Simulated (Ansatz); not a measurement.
# Phases of Ru at 250 GPa

Structure types of Ru are relaxed in primitive cells with their symmetry kept at 250 GPa, first on PAW files, then by LAPW. The enthalpy is E + pV at zero temperature, without zero-point motion. Only the types listed were tried, and differences under about 5 meV/atom are mesh noise. Not among the end structures: fcc, which may lie lower.

Level of theory: DFT with LDA, scalar-relativistic, in Ansatz 0.2.0; Fermi–Dirac smearing of 0.1 eV, no spin polarisation. LAPW: all electrons, basis error target 0.5 meV/atom; PAW: frozen-core files, cutoff 420 eV.

k meshes: bcc 20×20×20, hcp 19×19×10, beta tin 19×19×19, diamond 15×15×15, omega 10×10×13.

The PAW files were made under PBE.

```
start type             ends as          a, b, c (Å)  V (Å³/atom)  H − H(lowest), LAPW (meV/atom)
       bcc          bcc, Im-3m  2.676, 2.676, 2.676         9.58                               ?
       hcp       hcp, P6_3/mmc  2.392, 2.392, 3.821         9.47                             0.0
  beta tin  beta tin, I4_1/amd  4.200, 4.200, 2.266         9.99                               ?
   diamond      diamond, Fd-3m  4.595, 4.595, 4.595        12.13                          7104.6
     omega       omega, P6/mmm  3.778, 3.778, 2.326         9.58                           555.1
```

Give the missing entry: row "beta tin", column "H − H(lowest), LAPW (meV/atom)".

2279.7.

Give the missing entry: row "bcc", column "H − H(lowest), LAPW (meV/atom)".

994.0.

Split the lead of hcp over omega into energy and pV.

For omega less hcp: ΔE = +378.4 meV/atom, and p·ΔV = 250 GPa × +0.1132 Å³ × 6.242 meV/(GPa·Å³) = +176.7 meV/atom, together 555.1 meV/atom. hcp wins on both counts.
